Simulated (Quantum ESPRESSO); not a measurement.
Kohn-Sham bands of ZrN (NiAs type)

```
CELL_PARAMETERS angstrom
      3.18725     0.00000     0.00000
     -1.59362     2.76024     0.00000
      0.00000     0.00000     5.49017
ATOMIC_POSITIONS crystal
  Zr 0.33333 0.66667 0.25000
  Zr 0.66667 0.33333 0.75000
  N  0.00000 0.00000 0.00000
  N  0.00000 0.00000 0.50000
```

Cell from Materials Project (mp-1093992), symmetrised, no further relaxation. Not found in the COD (Crystallography Open Database) copy used, which has the formula in other groups; not checked further. Computed values, not measurements, from PBEsol: Quantum ESPRESSO (norm-conserving PseudoDojo potentials, cutoff 68 Ry, spinors with spin-orbit coupling) on a Γ-centred 6×6×4 mesh, then Wannier90. Density: 12×12×6 mesh, cold smearing 0.01 Ry.

### Question
List the Kohn-Sham levels between −8 and 3.0 eV relative to the Fermi level at the high-symmetry points, as a band run of pw.x on that density gives them (levels within 2 meV counted together).

### Answer
```tsv
point	k (reciprocal lattice)	levels (eV)
Γ	0.000 0.000 0.000	-7.38 (×2), -4.31 (×2), -4.31 (×2), -3.26 (×2), -3.24 (×2), -1.35 (×2), -0.56 (×2), 0.50 (×2), 0.61 (×2), 1.51 (×2), 1.57 (×2), 1.89 (×2), 1.95 (×2)
M	0.500 0.000 0.000	-7.03 (×2), -5.25 (×2), -5.04 (×2), -5.02 (×2), -2.78 (×2), -2.45 (×2), -2.00 (×2), 2.39 (×2), 2.43 (×2)
K	0.333 0.333 0.000	-5.39 (×2), -5.27 (×2), -5.23 (×2), -5.05 (×2), -4.97 (×2), -2.92 (×2), 0.17 (×2), 0.21 (×2)
A	0.000 0.000 0.500	-5.12 (×4), -4.00 (×8), 1.74 (×4), 2.45 (×4), 2.51 (×4)
L	0.500 0.000 0.500	-5.56 (×4), -4.92 (×4), -4.02 (×4), -0.01 (×4)
H	0.333 0.333 0.500	-6.36 (×2), -6.36 (×2), -4.49 (×2), -4.44 (×2), -3.69 (×2), -3.57 (×2), 0.49 (×2), 0.54 (×2), 2.69 (×2), 2.70 (×2)
```
